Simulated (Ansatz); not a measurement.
Values for one crystal, relaxed and computed with DFT-r²SCAN in the program Ansatz with PAW potentials; other levels are named.

```yaml
volume_per_atom: 20.88 Å³
band_gap: 0.72 eV (smallest direct gap 0.74 eV)
Bulk modulus (Birch–Murnaghan fit): 61.6 GPa
hole_effective_mass: 0.078, 0.88, 5.5 mₑ (principal values)
valence_band_maximum: off the standard path, at k = (0.331, 0.331, -0.057) in fractions of the reciprocal vectors
Pressure derivative B′: 4.5
electron_effective_mass: 0.080, 0.10, 0.13 mₑ (principal values)
```

Task: Which compound is it?
A. C, P4_32_12 (C on 4a, C on 8b)
B. Ge, P4_32_12 (Ge on 4a, Ge on 8b)
C. C, P6_3/mmc (C on 4f, C on 4f, C on 4e)
D. Si, P4_32_12 (Si on 4a, Si on 8b)

Result: B, Ge, P4_32_12 (Ge on 4a, Ge on 8b)

The workflow started from a Materials Project entry (that database holds measured and hypothetical structures alike); the Crystallography Open Database files this formula in space group No. 96, but the cells were not matched. It is not the phase usual at ambient conditions (space group No. 227). The r²SCAN relaxation kept the symmetry of its start; whether a distortion lowers the energy is not shown. Spin–orbit coupling is left out wherever it is not named.

Potentials: the earlier of the program's two PAW sets.
